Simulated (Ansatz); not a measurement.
# AlGa5P6: relaxed-ion elastic tensor

Method: DFT PBE, scalar-relativistic, plane waves, PAW in Ansatz 0.2.0. Settings: 420 eV plane-wave cutoff, Γ-centred 6×6×4 mesh, fixed occupations. No spin polarisation.

Relaxed structure:
```xyz
12
Lattice="6.7251 0.0000 0.0000 -3.3626 5.8241 0.0000 0.0000 0.0000 6.3945" Properties=species:S:1:pos:R:3 pbc="T T T"
Al    0.0000    0.0000    3.1926
Ga    0.0000    3.8827    3.1969
Ga    3.3626    1.9414    3.1969
Ga   -2.2416    3.8826    0.0010
Ga    4.4832    0.0000    0.0010
Ga    1.1210    1.9416    0.0010
P     0.0000    3.8827    5.5903
P     0.0000    0.0000    5.5825
P     3.3626    1.9414    5.5903
P    -2.2427    3.8846    2.3934
P     4.4855    0.0000    2.3934
P     1.1198    1.9396    2.3934
```

It was reached by relaxing an invented guess, and it needn't be the stable form of this composition.

(1) Give the relaxed-ion elastic constants (GPa, Voigt order xx yy zz yz xz xy, on the Cartesian axes of the cell above).

(2) Is the crystal stable against homogeneous strain?

(3) And the moduli of a polycrystal (Hill averages)?

## Answers

(1)
```
149.8  48.4  32.1   0.0   0.2   0.0
 48.4 149.8  32.1   0.0  -0.2   0.0
 32.1  32.1 173.2   0.0   0.0   0.0
  0.0   0.0   0.0  40.9   0.0  -0.2
  0.2  -0.2   0.0   0.0  40.9   0.0
  0.0   0.0   0.0  -0.2   0.0  50.7
```

(2) Yes: the least eigenvalue of the tensor is 40.9 GPa.

(3) B = 78 GPa, G = 50 GPa, E = 123 GPa, ν = 0.24.
